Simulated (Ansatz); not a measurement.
Data:

TaGe2 (space group P6_222)

```
CELL_PARAMETERS angstrom
      4.96726     0.00000     0.00000
     -2.48363     4.30177     0.00000
      0.00000     0.00000     6.74980
ATOMIC_POSITIONS crystal
  Ta 0.50000 0.00000 0.50000
  Ta 0.50000 0.50000 0.83333
  Ta 0.00000 0.50000 0.16667
  Ge 0.16359 0.32718 0.50000
  Ge 0.83641 0.16359 0.83333
  Ge 0.67282 0.83641 0.16667
  Ge 0.83641 0.67282 0.50000
  Ge 0.16359 0.83641 0.83333
  Ge 0.32718 0.16359 0.16667
```

This relaxed cell (volume V₀) is scaled evenly in all directions, its shape held. The atoms relax within the cell's symmetry.

These are r2SCAN (plane waves to 500 eV, PAW, scalar-relativistic; Ansatz, a program for electronic structure) values and carry that method's errors. k mesh 11×11×7 (Γ-centred), Fermi-Dirac smearing 0.05 eV. The energy includes the smearing's −TS. Compression counts positive. With the shape held, the modulus is that of even scaling; a crystal free to change shape is softer. Spin-orbit coupling is left out, though Ta is heavy. TaGe2 is run without spin polarisation. TaGe2 was relaxed with its symmetry unable to fall. The zero of ΔE is the relaxed starting cell.

The scan covers V/V₀ from 0.840 to 1.160 in 9 points.

Question: What is the fitted pressure derivative B₀′?

Answer: 4.5.

Question: What bulk modulus at fixed cell shape B₀ follows from a third-order Birch-Murnaghan fit?

Answer: 165 GPa.

(A scan under strain: stresses follow from slopes of the energy per volume, elastic moduli from its curvatures.)
